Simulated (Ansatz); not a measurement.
Consider the following.

SiGe (CsCl type, Pm-3m), a = 3.2417 Å, b = 3.2417 Å, c = 3.2417 Å, α = 90.00°, β = 90.00°, γ = 90.00°.

This is the PBE-relaxed structure.

### Question
All from PBE in the plane-wave PAW code Ansatz, unless another level is named. Give the electronic character.

### Answer
metallic (no gap).

### Question
Next, the formation energy from the elements (no fitted shifts)?

### Answer
0.51 eV/atom.

### Question
What about the density of states at the Fermi level?

### Answer
0.49 states/eV per atom (mean over ±0.08 eV).

A made-up cell: these elements were put on the sites of a structure type; neither database checked (COD, Materials Project) lists it. Whether it is the stable phase at ambient conditions was not checked. The PBE relaxation kept the symmetry of its start; whether a distortion lowers the energy is not shown. The references are the lowest solids computed at this level, not always the standard phases. Spin–orbit coupling is left out wherever it is not named.

Potentials: the later of the program's two PAW sets.
